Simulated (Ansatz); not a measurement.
MoRu in space group P-6m2 (No. 187; Mo on 1e, Ru on 1d) at seven volumes, LDA in the plane-wave PAW code Ansatz, shape and atoms relaxed at each. One row is withheld.

| V (Å³/atom) | P (GPa) |
|---|---|
| 12.782 | ? |
| 13.204 | 22.50 |
| 13.625 | 10.34 |
| 14.047 | 0.00 |
| 14.468 | -8.78 |
| 14.889 | -16.23 |
| 15.311 | -22.54 |

Task: Fit the shown pressures and predict the withheld one.

Result: P = (3/2)B₀(x^(7/2) − x^(5/2))[1 + (3/4)(B′ − 4)(x − 1)] with x = (V₀/V)^(2/3). Least squares on the six rows gives V₀ = 14.047 Å³/atom, B₀ = 317 GPa, B′ = 4.46. At V = 12.782, x = 1.0649 and P = 36.95 GPa. The run itself gave 36.79 GPa.

The first step of the workflow began from a Materials Project structure, measured or hypothetical; the Crystallography Open Database copy checked does not list it. With Mo and Ru taken as one species the cell has the higher symmetry P6_3/mmc, so it may be an ordered model of a mixed-site phase. Its standing as an ambient phase is unchecked. Symmetry was held in the LDA relaxation; of distortions, only those at the zone centre were tested. No spin polarisation was allowed.

Potentials: the later of the program's two PAW sets.
